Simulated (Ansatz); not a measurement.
A: Ga₂O₃ (corundum), a = b = 5.058 Å, c = 13.624 Å, α = β = 90.00°, γ = 120.00°
B: CdSe (wurtzite), a = b = 4.3829 Å, c = 7.1547 Å, α = β = 90.00°, γ = 120.00°
C: TiSi2 (C54 type, space group Fddd), a = 4.8062 Å, b = 8.2649 Å, c = 8.5648 Å, α = 90.00°, β = 90.00°, γ = 90.00°

Scan: energy against volume (even scaling of the relaxed cell, symmetry kept). One method and one kind of scan serve all of them; meshes and ranges differ. All were relaxed with their symmetry unable to fall. The PAW data are Ansatz's earlier set. TiSi2 is run without spin polarisation.

**Question.** Order them by bulk modulus at fixed cell shape (fitted) (lowest first) at the level PBE (plane waves to 420 eV, PAW, scalar-relativistic; Ansatz, a program for electronic structure).

**Answer.** B (44.6 GPa), C (143 GPa), A (200 GPa)

(Under strain, the slope of the energy per volume gives the stress and its curvature an elastic modulus.)
